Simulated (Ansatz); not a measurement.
input.yaml (Ansatz)

```yaml
crystal:
  lattice:
    - [4.233733802, 0.0, 0.0]
    - [-2.116866901, 3.6665210253, 0.0]
    - [0.0, 0.0, 2.428200348]
  atoms:
    - { symbol: Si, position: [1.0, 0.0, 0.0] }
    - { symbol: Si, position: [0.3333333333, 0.6666666667, 0.5] }
    - { symbol: Si, position: [0.6666666667, 0.3333333333, 0.5] }
hamiltonian:
  xc: lda
  pseudopotentials:
    kind: paw
    azcp:
      Si: "pseudopotentials/Si.paw.azcp"
basis:
  ecutwfc: 420
  fft_grid_basis: typed
kpoints:
  mp_grid: { grid: [11, 11, 16], shift: [0, 0, 0] }
magnetization:
  spin_polarized: false
scf:
  occupations: { method: fermi_dirac, width: 0.1 }
output:
  stress: true
  write_density: true
  write_potential: true
  elf: true
  volumetric_format: npy
```

Output

```
Warning: the record states the generating functional pbe (its physics header spells it `PBE`), which answers neither for hamiltonian.xc's functional nor for the lda family's — results may be inconsistent (PPs are generated against a specific XC)
Engine: ansatz 0.2.0, aarch64-unknown-linux-gnu
Pseudopotentials: kind: paw
Pseudopotential: Si, paw, valence charge 4, recommended cutoff 420 eV (normal) 
Functional definition: SPW92
  exchange = slater_x
  correlation = pw_c
Crystal: 3 atoms, lattice volume = 37.693 Å³
Basis set: ecut = 420 eV, 735 PW (Γ)
Bands: 10, of which v1, the nominal top of the filled ones, is band 6 counted from 1 (5 counted from 0)
Symmetry: 24 space group operations
Space group: P6/mmm (ITA 191), of the structure as read, at distance tolerance 3.4e-5 Å
k-points: 144 of 1936
Non-local potential: Si, projectors of the file, l = 0: 2, l = 1: 2, l = 2: 2
PAW form: soft (Blöchl's): semilocal exchange-correlation on the pseudo side does not see the compensation charge
PAW frozen core: Si, regenerated for the run's functional, and the local potential with it (the file was generated under x = pbe(κ = 0.804, μ = 0.2195149727645171), c = pbe(β = 0.06672455060314922))
PAW one-centre angular grid: Si, 110 points (default); XC on 64 Gauss nodes
Initial density: superposition of atomic densities (neutral atoms: chi_scale 0, normalization atom), corrected by the library's trained network
Initial wavefunctions: pseudopotential atomic-orbital guess
Functional: x = slater, c = lda
SCF iter   1: F=—  HF=-1824.481681 eV  |F-HF|=—  |Δ(HF+E_count)|=         —  Δρ=5.41e-3  dr2=1.11e-2  ethr=1.77e-3  ⟨swp⟩=5.3  Hψ=10279  notcnv=0
SCF iter   2: F=—  HF=-1824.478829 eV  |F-HF|=—  |Δ(HF+E_count)|=   2.85e-3  Δρ=3.07e-3  dr2=3.38e-3  ethr=9.23e-5  ⟨swp⟩=1.0  Hψ=2592  notcnv=0
SCF iter   3: F=—  HF=-1824.477507 eV  |F-HF|=—  |Δ(HF+E_count)|=   1.32e-3  Δρ=4.20e-4  dr2=1.85e-4  ethr=2.82e-5  ⟨swp⟩=2.0  Hψ=2333  notcnv=0
SCF iter   4: F=—  HF=-1824.477452 eV  |F-HF|=—  |Δ(HF+E_count)|=   5.54e-5  Δρ=9.87e-5  dr2=4.95e-6  ethr=1.54e-6  ⟨swp⟩=2.4  Hψ=2217  notcnv=0
SCF iter   5: F=—  HF=-1824.477448 eV  |F-HF|=—  |Δ(HF+E_count)|=   3.64e-6  Δρ=1.41e-5  dr2=1.27e-7  ethr=4.12e-8  ⟨swp⟩=2.5  Hψ=2390  notcnv=0
SCF iter   6: F=-1824.477448 eV  HF=-1824.477448 eV  |F-HF|=2.84e-11  |Δ(HF+E_count)|=   3.70e-8  Δρ=1.11e-6  dr2=4.43e-10  ethr=8.33e-10  ⟨swp⟩=8.1  Hψ=9198  notcnv=0
SCF 1 converged in 6 iterations: F = -1824.477448 eV  dr2 = 4.43e-10
SCF converged after 6 iterations
Free energy (F): -1824.477448 eV
Harris-Foulkes:  -1824.477448 eV  (|F-HF|=2.84e-11)
Internal energy: -1824.434067 eV  (E = F + TS)
E sigma→0 (E₀):  -1824.455757 eV
Entropy (-TS):   -0.043381 eV (-14.460 meV/atom)
Fermi energy:    12.433844 eV
--- Per-component energies (eV) ---
  E_band       = 75.859045
  E_kinetic    = 133.941580
  E_local      = 16.587390  (includes V_loc(G=0)·N_el)
  E_nonlocal   = 81.155779
  E_hartree    = 1.094436
  E_xc         = -171.479607
  E_vxc        = -150.380193  (∫ρ·V_xc dr)
  E_paw        = -1457.374870  (= ΣΔE_a)
  E_vpaw       = -7.634419  (= ΣTr[D̂ρ^β])
  E_aug_tail   = 0.000019  (compensation charges beyond the density's cutoff)
  E_ewald      = -428.611786
  E_core_change = 0.252992  (= ΣΔE_core)
  E_smearing   = -0.043381  (= −TS)
  E_closure    = 0.000000  (closes the sum)
  Σ components = -1824.477448   (vs F -1824.477448, Δ=0.00e0)
--- Stress (GPa, compression-positive) ---
       16.088645       0.000000       0.000000
        0.000000      16.088645       0.000000
        0.000000       0.000000      18.715738
  P = ⅓ Tr σ = 16.9643 GPa (169.643 kbar)
--- Band table (eV; the first three rows and the last of 144) ---
  k-point 0: bands = ["-3.2080", "7.1076", "7.3016", "7.3112", "7.3112", "7.3670", "7.3670", "19.4675", "20.4533", "24.8683"]
  k-point 1: bands = ["-3.1120", "7.1981", "7.3920", "7.3993", "7.3993", "7.4579", "7.4579", "17.3026", "22.6068", "24.4124"]
  k-point 2: bands = ["-2.8244", "7.4673", "7.6616", "7.6630", "7.6630", "7.7304", "7.7304", "14.8253", "22.4976", "24.0664"]
  k-point 143: bands = ["5.4460", "5.8588", "6.2106", "6.4551", "6.6660", "7.3565", "14.0541", "15.1649", "16.4914", "16.8041"]
```
